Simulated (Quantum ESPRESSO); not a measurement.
# Convergence test: ZrO2

```
ZrO2
1.0
    0.00000     2.54508     2.54508
    2.54508     0.00000     2.54508
    2.54508     2.54508     0.00000
Zr O
1 2
Direct
  0.00000   0.00000   0.00000
  0.25000   0.25000   0.25000
  0.75000   0.75000   0.75000
```
Geometry: a computed entry of the Materials Project; it was not checked against measured cells. It is ZrO2 in Fm-3m. Stability against distortions was not tested. The run has no spin polarisation.

Method: PBE GIPAW (a modified build of Quantum ESPRESSO, JTH PAW datasets); kept fixed: k-mesh 6×6×6 shifted. Costs are rough, from a shared machine. These are absolute shieldings with no macroscopic susceptibility term; δ = σ_ref − σ needs a reference computed alike. No spin–orbit coupling; Zr is the heaviest element present.

```
plane-wave cutoff (Ha)  σ_iso Zr (ppm)  σ_iso O (ppm)  f-sum rule missed by (%)  rough cost ratio
----------------------  --------------  -------------  ------------------------  ----------------
8                               1764.0          -29.4                       3.0           about 1
10                              1788.1         -113.5                       1.5           about 1
12                              1811.1         -166.7                      0.62                 2
15                              1819.7         -195.8                      0.19                 2
18                              1822.1         -203.0                      0.04                 2
22                              1819.8         -204.4                      0.00                 4
22.5                            1819.7         -204.4                      0.00                 4
28                              1820.3         -204.0                      0.00                 5
35                              1820.5         -204.0                      0.00                 8
45                              1820.4         -204.1                      0.00                10
```

Largest spread: σ_iso O (ppm) moves over 175.1 across the rows.
